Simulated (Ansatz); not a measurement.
Relaxed-ion elastic tensor of BaF₂ (fluorite, Fm-3m) in GPa (Voigt order), DFT-r²SCAN in the program Ansatz with PAW potentials; density 4.90 g/cm³, 19.81 Å³ per atom.

```
94.1  44.6  44.6   0.0   0.0   0.0
44.6  94.1  44.6   0.0   0.0   0.0
44.6  44.6  94.1   0.0   0.0   0.0
 0.0   0.0   0.0  26.2   0.0   0.0
 0.0   0.0   0.0   0.0  26.2   0.0
 0.0   0.0   0.0   0.0   0.0  26.2
```

**Question.** Is the crystal mechanically stable?

**Answer.** Yes: the smallest eigenvalue of C is 26.2 GPa.

**Question.** Work out the Voigt, Reuss and Hill averages.

**Answer.** K_V = 61.1, K_R = 61.1, K_H = 61.1; G_V = 25.6, G_R = 25.6, G_H = 25.6 GPa.

**Question.** Give Young's modulus, Poisson's ratio, Pugh's ratio and the universal anisotropy index.

**Answer.** E = 9KG/(3K + G) = 67.4 GPa; ν = 0.32; K/G = 2.39 (ductile by the Pugh limit of 1.75); A_U = 5G_V/G_R + K_V/K_R − 6 = 0.00.

**Question.** Estimate the sound speeds and the Debye temperature.

**Answer.** v_l = √((K + 4G/3)/ρ) = 4410 m/s, v_t = √(G/ρ) = 2290 m/s, mean 2560 m/s; Θ = (h/k)(3n/4πV)^(1/3) v_m = 282 K.

**Question.** Give the Zener ratio and Young's modulus along [100], [110] and [111].

**Answer.** A = 2C44/(C11 − C12) = 1.06; 1/E = S11 − 2(S11 − S12 − S44/2)Γ with Γ = 0, 1/4, 1/3 gives 65.4, 67.9, 68.8 GPa.

**Question.** Solve the Christoffel equation for the three sound speeds along [100], [110], [111].

**Answer.** Eigenvalues of C_ijkl n_j n_l equal ρv². In km/s, slowest first: [100] 2.31, 2.31, 4.38; [110] 2.25, 2.31, 4.42; [111] 2.27, 2.27, 4.43.

The cell was relaxed with r²SCAN under the symmetry of its start; phonons on a q-mesh show no instability. Scalar-relativistic: spin–orbit coupling is off unless named, which matters more the heavier the elements.

Potentials: the later of the program's two PAW sets.
